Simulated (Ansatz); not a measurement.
CrO$_{2}$ (rutile), relaxed and computed with several functionals in Ansatz (plane waves, PAW).

| functional | a (Å) | c (Å) | V (Å³/atom) | spin order and moments (μB) |
|---|---|---|---|---|
| r²SCAN | 4.404 | 2.912 | 9.41 | ferromagnetic; net 0.67 per atom; largest site about 2.2 |
| HSE06 | 4.368 | 2.923 | 9.29 | ferromagnetic; net 0.67 per atom; largest site about 2.2 |
| PBE | 4.444 | 2.922 | 9.62 | ferromagnetic; net 0.67 per atom; largest site about 2.1 |
| PBEsol | (withheld) | (withheld) | (withheld) | (withheld) |

Complete the blanks.


- PBEsol, a (Å): 4.392
- PBEsol, c (Å): 2.888
- PBEsol, V (Å³/atom): 9.29
- PBEsol, spin order and moments (μB): ferromagnetic; net 0.67 per atom; largest site about 2.1

Spin orders computed, not proven ground states: CrO2, rutile with r²SCAN ferromagnetic; CrO2, rutile with HSE06 ferromagnetic; CrO2, rutile with PBE ferromagnetic; CrO2, rutile with PBEsol ferromagnetic. All cells were relaxed under the symmetry of their starts (and spin orders); stability against distortions was not tested throughout. No Hubbard U is applied.

Potentials: the later of the program's two PAW sets.

Ansatz (a program for electronic structure) is a plane-wave DFT program.
